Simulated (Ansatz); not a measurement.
Relaxing CsHgCl3

Method: DFT r2SCAN, scalar-relativistic, plane waves, PAW in Ansatz 0.2.0. (500 eV cutoff, 8×8×8 k-mesh, Gaussian smearing of 0.10 eV, no spin polarisation)

What was changed: relaxed at 15 GPa.

Spin–orbit coupling is left out, which can shift energies with elements as heavy as these.

Other phases may be more stable at this pressure.

Command:

```bash
ansatz run input.yaml --threads 1 --pin off --max-ram 2560MiB --backend cpu --events-out ev --progress --plain --runs-dir out
```

Input:

```yaml
crystal:
  lattice:
    - [4.918730189, 0.0, 0.0]
    - [0.0, 4.918730189, 0.0]
    - [0.0, 0.0, 4.918730189]
  atoms:
    - { symbol: Cs, position: [0.0, 0.0, 0.0] }
    - { symbol: Hg, position: [0.5, 0.5, 0.5] }
    - { symbol: Cl, position: [0.0, 0.5, 0.5] }
    - { symbol: Cl, position: [0.5, 0.0, 0.5] }
    - { symbol: Cl, position: [0.5, 0.5, 0.0] }
basis:
  ecutwfc: 500
kpoints:
  mp_grid: { grid: [8, 8, 8] }
hamiltonian:
  xc: r2scan
scf:
  occupations: { method: gaussian, width: 0.1 }
output:
  forces: true
  stress: true
  eigenvalues: true
relax:
  adjacent_minimum: "off"
  f_tol: 0.008
  max_steps: 50
  cell: { stress_tol: 0.08, p_target: 15.0 }
```

F is the free energy. Steps run on the plane waves of an earlier cell, but the last one, and at times one on the way, on a freshly chosen basis, so a repeated geometry can differ a little in energy. The relaxation lowers the enthalpy F + PV at the target pressure, so F itself can rise.

Steps:

```json
{"step": "1", "F − F(1) (eV)": "0.0000", "largest force component (eV/Å)": "0.000", "V (Å³/atom)": "23.801", "P (GPa)": "14.70"}
{"step": "2", "F − F(1) (eV)": "0.0526", "largest force component (eV/Å)": "0.000", "V (Å³/atom)": "23.688", "P (GPa)": "15.17"}
{"step": "3", "F − F(1) (eV)": "0.0337", "largest force component (eV/Å)": "0.000", "V (Å³/atom)": "23.728", "P (GPa)": "15.00"}
{"step": "4", "F − F(1) (eV)": "0.0338", "largest force component (eV/Å)": "0.000", "V (Å³/atom)": "23.728", "P (GPa)": "15.00"}
```

Relaxed structure:

```cif
data_structure
_symmetry_space_group_name_H-M 'P 1'
_symmetry_Int_Tables_number 1
_cell_length_a 4.9137
_cell_length_b 4.9137
_cell_length_c 4.9137
_cell_angle_alpha 90.000
_cell_angle_beta 90.000
_cell_angle_gamma 90.000
_cell_volume 118.64
loop_
_atom_site_label
_atom_site_type_symbol
_atom_site_fract_x
_atom_site_fract_y
_atom_site_fract_z
_atom_site_occupancy
Cs1 Cs 0.00000 0.00000 0.00000 1
Hg1 Hg 0.50000 0.50000 0.50000 1
Cl1 Cl 0.00000 0.50000 0.50000 1
Cl2 Cl 0.50000 0.00000 0.50000 1
Cl3 Cl 0.50000 0.50000 0.00000 1
```

It takes space group Pm-3m (No. 221, cubic). Conventional cell: a = 4.914 Å, b = 4.914 Å, c = 4.914 Å, α = 90.00°, β = 90.00°, γ = 90.00°. Around Cs (site symmetry m-3m) lie 12 Cl at 3.47 Å. Around Hg (site symmetry m-3m) lie 6 Cl at 2.46 Å. Around Cl (site symmetry 4/mmm) lie 2 Hg at 2.46 Å.

The run converged. It took 52 s on 1 thread of Arm Neoverse V2 (shared host), peak memory 0.65 GiB.